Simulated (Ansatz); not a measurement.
Gd3Al4Ni16: frames of a relaxation, V_Gd, charge +0, atoms relaxed at the host's cell

All numbers are calculated (r2SCAN, collinear spin, no spin-orbit coupling; Ansatz, PAW set soft_2, 500 eV, k-mesh 4×4×3 shifted by half a step), not measured.

Positions in Å and forces in eV/Å; free energies count from the last frame.

```
23
Lattice="4.999 0.000 -3.986 -4.999 0.000 -3.986 0.000 8.399 0.000" Properties=species:S:1:pos:R:3:forces:R:3 pbc="T T T" step=1 dE=0.773eV
Al    2.499    4.200   -1.993   -0.221   -0.814    0.068
Al    0.000    0.000   -5.979   -0.135   -0.586    0.123
Al    0.000    0.000   -1.993    0.203   -0.021    0.034
Al   -2.499    4.200   -1.993    0.049   -0.242    0.095
Gd    2.499    0.000   -3.986    0.187   -0.263   -0.085
Gd   -2.499    0.000   -3.986    0.051   -0.268    0.058
Gd    0.000    4.200    0.000   -0.018    0.086    0.021
Ni    0.147    6.944   -3.940   -0.959   -0.304   -1.175
Ni    2.463    2.681   -4.012   -0.074    0.678    0.122
Ni   -2.560    2.765   -4.007    0.481    0.102    0.401
Ni    0.000    6.980    0.000    0.056   -0.103    0.034
Ni   -0.021    1.382   -3.976    0.129    0.698   -0.074
Ni    2.461    5.552   -3.892   -0.033    0.172   -1.523
Ni   -2.436    5.573   -4.010   -0.155    0.075    0.372
Ni    0.000    1.419    0.000    0.159   -0.053    0.152
Ni   -1.171    6.327   -2.040   -0.782   -0.375    0.297
Ni    1.277    2.099   -2.000   -0.235   -0.352   -0.063
Ni    1.225    2.024   -5.992    0.494    0.345    0.158
Ni   -1.298    6.173   -5.970    1.138    1.256    0.092
Ni   -1.178    2.038   -1.923   -0.879    0.458   -0.765
Ni    1.250    6.329   -2.096    0.324   -0.191    1.614
Ni    1.250    6.299   -5.979    0.254   -0.029   -0.034
Ni   -1.250    2.100   -5.979   -0.034   -0.269    0.082
```

```
23
Lattice="4.999 0.000 -3.986 -4.999 0.000 -3.986 0.000 8.399 0.000" Properties=species:S:1:pos:R:3:forces:R:3 pbc="T T T" step=2 dE=0.378eV
Al    2.509    4.196   -1.996   -0.187   -0.517    0.072
Al    0.011   -0.007   -5.965   -0.230   -0.352    0.091
Al   -0.010   -0.004   -2.009    0.435   -0.002   -0.026
Al   -2.503    4.196   -1.993    0.079   -0.181    0.098
Gd    2.521   -0.038   -4.043   -0.073    0.067    0.289
Gd   -2.471   -0.055   -3.945   -0.165    0.136   -0.262
Gd    0.003    4.220    0.015   -0.021   -0.093   -0.070
Ni    0.087    6.892   -3.954   -0.536   -0.287   -0.742
Ni    2.463    2.725   -4.004   -0.068    0.326    0.108
Ni   -2.522    2.767   -4.001    0.351   -0.003    0.254
Ni    0.002    6.985    0.002    0.055   -0.061   -0.007
Ni   -0.004    1.435   -3.982    0.078    0.516   -0.037
Ni    2.444    5.573   -3.922   -0.056   -0.001   -0.970
Ni   -2.435    5.574   -4.002   -0.038   -0.034    0.225
Ni    0.005    1.417   -0.003    0.147   -0.038    0.101
Ni   -1.208    6.313   -2.013   -0.478   -0.198    0.204
Ni    1.275    2.088   -1.994   -0.112   -0.245   -0.025
Ni    1.244    2.040   -5.991    0.306    0.167    0.075
Ni   -1.289    6.226   -5.977    0.719    0.799    0.048
Ni   -1.204    2.054   -1.948   -0.553    0.241   -0.475
Ni    1.239    6.314   -2.055    0.267   -0.091    1.005
Ni    1.250    6.295   -5.985    0.149    0.011    0.015
Ni   -1.249    2.081   -5.983   -0.069   -0.158    0.028
```

```
23
Lattice="4.999 0.000 -3.986 -4.999 0.000 -3.986 0.000 8.399 0.000" Properties=species:S:1:pos:R:3:forces:R:3 pbc="T T T" step=4 dE=0.000eV
Al    2.508    4.178   -1.994   -0.008   -0.003    0.004
Al    0.007   -0.022   -5.886    0.001   -0.005   -0.026
Al    0.007   -0.022   -2.087    0.000   -0.002    0.022
Al   -2.494    4.177   -1.993    0.002   -0.002   -0.003
Gd    2.509   -0.022   -3.987    0.018   -0.004    0.000
Gd   -2.496   -0.022   -3.987   -0.016    0.001    0.005
Gd    0.007    4.179   -0.002    0.002   -0.004   -0.001
Ni    0.008    6.711   -3.986   -0.003    0.002   -0.003
Ni    2.398    2.787   -3.987    0.002    0.005    0.003
Ni   -2.387    2.788   -3.986    0.006    0.002   -0.001
Ni    0.007    6.998    0.000   -0.001    0.000   -0.001
Ni    0.007    1.643   -3.986   -0.001   -0.001   -0.003
Ni    2.397    5.567   -3.987    0.002    0.000    0.001
Ni   -2.383    5.567   -3.986   -0.002   -0.003   -0.002
Ni    0.007    1.359    0.000    0.003   -0.002   -0.001
Ni   -1.257    6.304   -1.961   -0.004    0.011    0.008
Ni    1.272    2.048   -1.962   -0.005    0.000    0.011
Ni    1.272    2.049   -6.012   -0.003   -0.003   -0.007
Ni   -1.258    6.305   -6.012    0.005    0.011   -0.007
Ni   -1.258    2.049   -1.961    0.001   -0.005    0.003
Ni    1.273    6.306   -1.961   -0.001    0.003    0.010
Ni    1.272    6.306   -6.012   -0.001    0.007   -0.007
Ni   -1.258    2.049   -6.012    0.003   -0.006   -0.007
```

Caveats: Gd without a U keeps its half-filled shell, but its 4f levels lie too near the Fermi level; open f or d shells may hold a state above the lowest.
